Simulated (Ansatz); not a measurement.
**Property card for In$_{2}$Si$_{2}$O$_{7}$**

In₂Si₂O₇:
```
CELL_PARAMETERS angstrom
      3.28289     4.27854     0.00000
     -3.28289     4.27854     0.00000
     -1.01550     0.00000     4.57461
ATOMIC_POSITIONS crystal
  In 0.69295 0.69295 0.00000
  In 0.30705 0.30705 0.00000
  Si 0.22282 0.77718 0.41060
  Si 0.77718 0.22282 0.58940
  O  0.60611 0.07914 0.78083
  O  0.39389 0.92086 0.21917
  O  0.07914 0.60611 0.21917
  O  0.92086 0.39389 0.78083
  O  0.00000 0.00000 0.50000
  O  0.60699 0.39301 0.28171
  O  0.39301 0.60699 0.71829
```

Space group C2/m (No. 12); conventional cell a = 6.566 Å, b = 8.557 Å, c = 4.686 Å, α = γ = 90.00°, β = 102.52°.

Method: LDA in the plane-wave PAW code Ansatz. Geometry: relaxed at this level of theory. Other levels are named where they apply.

### Cell and energy

- Volume per atom = 11.68 Å³
- Density = 5.14 g/cm³
- Formation energy from the elements (no fitted shifts) = -2.40 eV/atom

### Electronic structure

- Band gap = 3.07 eV (direct)
- Valence-band maximum = at Γ
- Conduction-band minimum = at Γ
- Electron effective mass = 0.35, 0.35, 0.40 mₑ (principal values)

### Dielectric response

* **Electronic dielectric constant ε∞ (DFPT)**: 3.66 (xx), 3.46 (yy), 3.32 (zz)
* **Static dielectric constant ε0 (ions relaxed, cell fixed)**: 11.0 (xx), 8.65 (yy), 8.42 (zz)
* **Born charges (a third of the trace)**: In +3.33, Si +3.51, O -2.00 to -1.93 e

### Phonons

Highest zone-centre frequency (without LO–TO term): 1148 cm⁻¹
Zone-centre stability: no imaginary mode at Γ
Dynamical stability on the path: stable (no imaginary branch)
Zero-point energy: 84.2 meV/atom
Vibrational entropy at 300 K: 17.1 J/(K·mol of atoms)

The workflow started from a Materials Project entry (that database holds measured and hypothetical structures alike); the Crystallography Open Database files this formula in space group No. 12, but the cells were not matched. Its standing as an ambient phase is unchecked. The cell was relaxed with LDA under the symmetry of its start. The references are the lowest solids computed at this level, not always the standard phases (solids in place of the gases). Scalar-relativistic: spin–orbit coupling is off unless named, which matters more the heavier the elements.

Potentials: the later of the program's two PAW sets.
